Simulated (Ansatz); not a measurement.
## Compressing FeAs2: a fit and a missing row

FeAs2, Pnnm, a = 5.203 Å, b = 5.858 Å, c = 2.822 Å. The structure is a COD entry; whether it is the stable form wasn't checked. Ansatz: LDA, PAW, 420 eV, Γ-centred 8×6×12 mesh on 6 atoms, Gaussian smearing 0.01 eV; no spin polarisation. Shape and atoms are relaxed at each volume; pressure is positive in compression.

```tsv
V (Å³/atom)	P (GPa)
12.616	?
13.046	19.50
13.476	11.88
13.907	5.44
14.337	0.00
14.767	-4.59
15.197	-8.47
15.770	-12.70
```

Take V0 = 14.337 Å³/atom, fit the third-order Birch–Murnaghan form to the other rows, and predict the missing pressure.

With the Eulerian strain f = ½[(V0/V)^(2/3) − 1] and y = P/[3f(1 + 2f)^(5/2)], the form is the line y = B0 + 1.5 B0 (B0′ − 4) f. Rows (f, y): 0.03246, 171.1; 0.02108, 169.4; 0.01025, 168.2; -0.00975, 164.8; -0.01905, 163.3; -0.03077, 161.3. Means f = 0.0007033, y = 166.35; Σ(Δf)² = 0.003005, ΣΔfΔy = 0.4660; the slope is their ratio. y = 166.2 + 155.1 f GPa, so B0 = 166.2 GPa and B0′ = 4 + 2 × (155.1)/(3 × 166.2) = 4.62. At V = 12.616, f = 0.04450, y = 173.10 and P = 28.60 GPa. The run gave 28.54 GPa, so the fit is 0.06 GPa too high, a small miss on the scale of the series.